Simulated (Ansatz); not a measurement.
## Magnetic states of ruthenium, bcc

Method: DFT, r2SCAN, plane waves (500 eV) with PAW, scalar-relativistic in Ansatz 0.2.0. The PAW files were generated under PBE, with cores re-solved for the functional.

Each start was relaxed and then solved on a dense mesh, with Fermi-Dirac smearing of 0.05 eV (0.1 eV in a metal without spin) extrapolated to zero. Rows within 2 meV/atom of each other tie.

**Question.** Where does each start end, and how do the energies compare? Starts: ferromagnetic; non-magnetic.

**Answer.** 
```tsv
start	ends	ΔE (meV/atom)	V (Å³/atom)
ferromagnetic	ferromagnetic, net 1.34 μB per atom	0.0	14.40
non-magnetic	spin not included	112.9	13.94
```
